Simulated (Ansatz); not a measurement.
TiB$_{2}$: one input, then a changed one

The cell is the one relaxed in the Materials Project (mp-1145); entries there can be hypothetical. The listed cell was then made from it by scaling, straining or moving an atom.

First run: DFT, LDA, all-electron LAPW, scalar-relativistic (Ansatz 0.2.0).

Command: `ansatz run input.yaml --threads 1 --pin off --max-ram 3072MiB --backend cpu --events-out ev --progress --plain --runs-dir out` The run took 53 s on 1 thread of Arm Neoverse V2 (shared host), peak memory 0.42 GiB.

```yaml
crystal:
  lattice:
    - [3.0657467113, 0.0, 0.0]
    - [-1.5328733556, 2.6550145336, 0.0]
    - [0.0, 0.0, 3.2712563681]
  atoms:
    - { symbol: Ti, position: [0.0, 0.0, 0.0] }
    - { symbol: B, position: [0.3333333333, 0.6666666667, 0.5] }
    - { symbol: B, position: [0.6666666667, 0.3333333333, 0.5] }
kpoints:
  mp_grid: { grid: [12, 12, 10] }
scf:
  occupations: { method: fermi_dirac, width: 0.05 }
hamiltonian:
  xc: lda
  pseudopotentials: { kind: all_electron, lapw: { basis_error: 0.001 } }
output:
  forces: true
  stress: true
relax:
  f_tol: 0.005
  max_steps: 80
  cell: {}
```

Result: converged; relaxed volume 8.176 Å³/atom; 25 SCF iterations in all.

The input is then changed:

```diff
@@ -11,5 +11,6 @@
   mp_grid: { grid: [12, 12, 10] }
 scf:
-  occupations: { method: fermi_dirac, width: 0.05 }
+  occupations: { method: tetrahedron }
+  algorithm: density_mixing
 hamiltonian:
   xc: lda
@@ -19,6 +20,7 @@
   stress: true
 relax:
-  f_tol: 0.005
+  f_tol: 0.02
   max_steps: 80
   cell: {}
+  max_displacement: 0.1
```

(1) Predict the outcome of the changed run.

Results:

(1) It converged; energy at zero smearing +0.4 meV/atom from the first run; relaxed volume 8.173 Å³/atom; 26 SCF iterations in all.
